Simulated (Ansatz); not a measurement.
Ansatz input

```yaml
crystal:
  lattice:
    - [4.6762434856, 0.0, 0.0]
    - [-2.3381217428, 4.0497456528, 0.0]
    - [0.0, 0.0, 3.1332503383]
  atoms:
    - { symbol: Se, position: [0.0, 0.0, 0.0] }
    - { symbol: Se, position: [0.3333333333, 0.6666666667, 0.5] }
    - { symbol: Se, position: [0.6666666667, 0.3333333333, 0.5] }
hamiltonian:
  xc: pbesol
  pseudopotentials:
    kind: paw
    azcp:
      Se: "pseudopotentials/Se.paw.azcp"
basis:
  ecutwfc: 420
  fft_grid_basis: typed
kpoints:
  mp_grid: { grid: [10, 10, 13], shift: [0, 0, 0] }
magnetization:
  spin_polarized: false
scf:
  occupations: { method: fermi_dirac, width: 0.1 }
output:
  write_density: true
  write_potential: true
  elf: true
  volumetric_format: npy
```

Output

```
Warning: the record states the generating functional pbe (its physics header spells it `PBE`), which answers neither for hamiltonian.xc's functional nor for the pbesol family's — results may be inconsistent (PPs are generated against a specific XC)
Engine: ansatz 0.2.0, x86_64-unknown-linux-gnu
Pseudopotentials: kind: paw
Pseudopotential: Se, paw, valence charge 16, recommended cutoff 420 eV (normal) 
Functional definition: PBEsol
  exchange = pbesol_x
  correlation = pbesol_c
Crystal: 3 atoms, lattice volume = 59.336 Å³
Basis set: ecut = 420 eV, 1193 PW (Γ)
Bands: 29, of which v1, the nominal top of the filled ones, is band 24 counted from 1 (23 counted from 0)
Symmetry: 24 space group operations
Space group: P6/mmm (ITA 191), of the structure as read, at distance tolerance 3.9e-5 Å
k-points: 98 of 1300
Non-local potential: Se, projectors of the file, l = 0: 2, l = 1: 2, l = 2: 3, l = 3: 1
PAW form: soft (Blöchl's): semilocal exchange-correlation on the pseudo side does not see the compensation charge
PAW frozen core: Se, regenerated for the run's functional, and the local potential with it (the file was generated under x = pbe(κ = 0.804, μ = 0.2195149727645171), c = pbe(β = 0.06672455060314922))
PAW one-centre angular grid: Se, 590 points (default); XC on 64 Gauss nodes
Initial density: superposition of atomic densities (neutral atoms: chi_scale 0, normalization atom), corrected by the library's trained network
Initial wavefunctions: pseudopotential atomic-orbital guess
Functional: x = pbesol(κ = 0.804, μ = 0.12345679012345678), c = pbesol(β = 0.046)
SCF iter   1: F=—  HF=-16271.157778 eV  |F-HF|=—  |Δ(HF+E_count)|=         —  Δρ=3.81e-3  dr2=1.46e-2  ethr=1.77e-3  ⟨swp⟩=5.5  Hψ=11194  notcnv=0
SCF iter   2: F=—  HF=-16271.155366 eV  |F-HF|=—  |Δ(HF+E_count)|=   2.41e-3  Δρ=2.50e-3  dr2=6.57e-3  ethr=3.03e-5  ⟨swp⟩=1.0  Hψ=3653  notcnv=0
SCF iter   3: F=—  HF=-16271.155045 eV  |F-HF|=—  |Δ(HF+E_count)|=   3.22e-4  Δρ=7.23e-4  dr2=7.16e-4  ethr=1.37e-5  ⟨swp⟩=1.3  Hψ=2877  notcnv=0
SCF iter   4: F=—  HF=-16271.154964 eV  |F-HF|=—  |Δ(HF+E_count)|=   8.05e-5  Δρ=2.33e-4  dr2=2.88e-5  ethr=1.49e-6  ⟨swp⟩=2.0  Hψ=3553  notcnv=0
SCF iter   5: F=—  HF=-16271.154962 eV  |F-HF|=—  |Δ(HF+E_count)|=   2.12e-6  Δρ=7.01e-5  dr2=5.72e-6  ethr=5.99e-8  ⟨swp⟩=2.0  Hψ=4193  notcnv=0
SCF iter   6: F=—  HF=-16271.154960 eV  |F-HF|=—  |Δ(HF+E_count)|=   1.65e-6  Δρ=2.76e-5  dr2=4.47e-7  ethr=1.19e-8  ⟨swp⟩=2.0  Hψ=5130  notcnv=0
SCF iter   7: F=-16271.154960 eV  HF=-16271.154960 eV  |F-HF|=7.21e-8  |Δ(HF+E_count)|=   4.79e-8  Δρ=6.59e-6  dr2=4.50e-8  ethr=2.08e-10  ⟨swp⟩=4.2  Hψ=9534  notcnv=0
SCF 1 converged in 7 iterations: F = -16271.154960 eV  dr2 = 4.50e-8
SCF converged after 7 iterations
Free energy (F): -16271.154960 eV
Harris-Foulkes:  -16271.154960 eV  (|F-HF|=7.21e-8)
Internal energy: -16271.085111 eV  (E = F + TS)
E sigma→0 (E₀):  -16271.120036 eV
Entropy (-TS):   -0.069849 eV (-23.283 meV/atom)
Fermi energy:    11.587771 eV
--- Per-component energies (eV) ---
  E_band       = -1018.989399
  E_kinetic    = 351.341788
  E_local      = -6157.124344  (includes V_loc(G=0)·N_el)
  E_nonlocal   = -1772.587190
  E_hartree    = 3102.560333
  E_xc         = -308.761228
  E_vxc        = -292.643813  (∫ρ·V_xc dr)
  E_paw        = -5606.587268  (= ΣΔE_a)
  E_vpaw       = 646.914348  (= ΣTr[D̂ρ^β])
  E_aug_tail   = -0.001787  (compensation charges beyond the density's cutoff)
  E_ewald      = -5882.950767
  E_core_change = 3.025351  (= ΣΔE_core)
  E_smearing   = -0.069849  (= −TS)
  E_closure    = 0.000000  (closes the sum)
  Σ components = -16271.154960   (vs F -16271.154960, Δ=0.00e0)
--- Band table (eV; the first three rows and the last of 98) ---
  k-point 0: bands = ["-37.2060", "-37.2060", "-37.1913", "-37.1913", "-37.1209", "-37.1209", "-37.1135", "-37.1135", "-37.1036", "-37.0871", "-36.5970", "-36.5889", "-36.5889", "-36.5758", "-36.5758", "-5.0094", "-0.2903", "0.0379", "6.1909", "6.1909", "7.0483", "7.0483", "9.9811", "13.8732", "14.0161", "15.0540", "15.0540", "16.3791", "22.3966"]
  k-point 1: bands = ["-37.2059", "-37.2059", "-37.1913", "-37.1913", "-37.1210", "-37.1210", "-37.1136", "-37.1136", "-37.1032", "-37.0867", "-36.5966", "-36.5890", "-36.5890", "-36.5758", "-36.5758", "-4.9414", "-0.2826", "0.0884", "6.2434", "6.2434", "7.1282", "7.1282", "9.4940", "13.4837", "13.5532", "14.9050", "14.9050", "17.0989", "21.8328"]
  k-point 2: bands = ["-37.2059", "-37.2059", "-37.1913", "-37.1913", "-37.1213", "-37.1213", "-37.1138", "-37.1138", "-37.1021", "-37.0855", "-36.5954", "-36.5893", "-36.5893", "-36.5757", "-36.5757", "-4.7410", "-0.2760", "0.2341", "6.3946", "6.3946", "7.3664", "7.3664", "8.4817", "12.4597", "12.5483", "14.4586", "14.4586", "18.8180", "20.1171"]
  k-point 97: bands = ["-37.2140", "-37.2010", "-37.1974", "-37.1829", "-37.1235", "-37.1195", "-37.1183", "-37.1143", "-37.0887", "-37.0866", "-36.5907", "-36.5907", "-36.5898", "-36.5756", "-36.5756", "-1.7342", "-1.2505", "-0.6873", "4.6079", "5.7164", "6.2201", "9.5514", "9.6697", "10.9389", "11.3979", "11.9415", "14.6639", "17.1611", "21.0096"]
```
